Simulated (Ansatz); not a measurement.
Every step of a relaxation of Ba$_{2}$S (CdCl2 type)

DFT, PBEsol, PAW with Ansatz's default frozen-core files, scalar-relativistic (Ansatz 0.2.0); a Γ-centred 9×9×9 k mesh, Fermi–Dirac smearing of 0.05 eV, no spin polarisation. The run relaxes shape and atoms at held volume.

Command: `ansatz run input.yaml --threads 1 --pin off --max-ram 3072MiB --backend cpu --events-out ev --progress --plain --runs-dir out` It took 53 s on 1 thread of Arm Neoverse V1, on a shared host, peak memory 0.41 GiB.

PAW: frozen-core files, cutoff 420 eV; forces are relaxed below 0.005 eV/Å.

Each step lists its free energy a cell above the last geometry, the pressure, the cell vectors (Å), and Cartesian positions (Å) with forces (eV/Å).

The first step:

```
step 1  dF = 1687.92 meV  P = 31.6 GPa
  cell 1.8438 -1.0645 6.4815  0.0000 2.1291 6.4815  -1.8438 -1.0645 6.4815
  S 0.0000 0.0000 0.0000   0.0000 0.0000 0.0000
  Ba 0.0000 0.0000 4.9737   0.0000 0.0000 -4.0601
  Ba 0.0000 0.0000 14.4709   0.0000 0.0000 4.0601
```

Spin–orbit coupling is left out, which matters for the heavy atoms. The PAW files were made under PBE.

The symmetry of the start is kept and no stability test is made, so the end need not be the stable phase.

Task: Where does the relaxation end, and by which steps?

Result: After 6 geometries, with conventional a, b, c = 3.868, 3.868, 17.676 Å, at 25.444 Å³/atom and 14.03 GPa in space group R-3m, with a shortest distance of 2.859 Å. The further steps:
```
step 2  dF = 568.46 meV  P = 21.2 GPa
  cell 1.8422 -1.0636 6.4930  0.0000 2.1272 6.4930  -1.8422 -1.0636 6.4930
  S 0.0000 0.0000 0.0000   0.0000 0.0000 0.0000
  Ba 0.0000 0.0000 4.7858   0.0000 0.0000 -1.7874
  Ba 0.0000 0.0000 14.6932   0.0000 0.0000 1.7874
step 3  dF = 89.72 meV  P = 14.76 GPa
  cell 1.8882 -1.0901 6.1806  0.0000 2.1803 6.1806  -1.8882 -1.0901 6.1806
  S 0.0000 0.0000 0.0000   0.0000 0.0000 0.0000
  Ba 0.0000 0.0000 4.3908   0.0000 0.0000 -0.7188
  Ba 0.0000 0.0000 14.1511   0.0000 0.0000 0.7188
step 4  dF = 6.25 meV  P = 13.79 GPa
  cell 1.9365 -1.1180 5.8761  0.0000 2.2360 5.8761  -1.9365 -1.1180 5.8761
  S 0.0000 0.0000 0.0000   0.0000 0.0000 0.0000
  Ba 0.0000 0.0000 4.0714   0.0000 0.0000 0.2792
  Ba 0.0000 0.0000 13.5570   0.0000 0.0000 -0.2792
step 5  dF = 0.21 meV  P = 13.97 GPa
  cell 1.9311 -1.1149 5.9091  0.0000 2.2298 5.9091  -1.9311 -1.1149 5.9091
  S 0.0000 0.0000 0.0000   0.0000 0.0000 0.0000
  Ba 0.0000 0.0000 4.1186   0.0000 0.0000 -0.0103
  Ba 0.0000 0.0000 13.6087   0.0000 0.0000 0.0103
step 6  dF = 0.00 meV  P = 14.03 GPa
  cell 1.9339 -1.1165 5.8919  0.0000 2.2330 5.8919  -1.9339 -1.1165 5.8919
  S 0.0000 0.0000 0.0000   0.0000 0.0000 0.0000
  Ba 0.0000 0.0000 4.1059   0.0000 0.0000 -0.0050
  Ba 0.0000 0.0000 13.5699   0.0000 0.0000 0.0050
step 7  dF = -0.18 meV  P = 14.03 GPa  (same geometry on a basis chosen anew; earlier energies don't compare to the last digit)
  cell 1.9339 -1.1165 5.8919  0.0000 2.2330 5.8919  -1.9339 -1.1165 5.8919
  S 0.0000 0.0000 0.0000   0.0000 0.0000 0.0000
  Ba 0.0000 0.0000 4.1059   0.0000 0.0000 -0.0048
  Ba 0.0000 0.0000 13.5699   0.0000 0.0000 0.0048
```
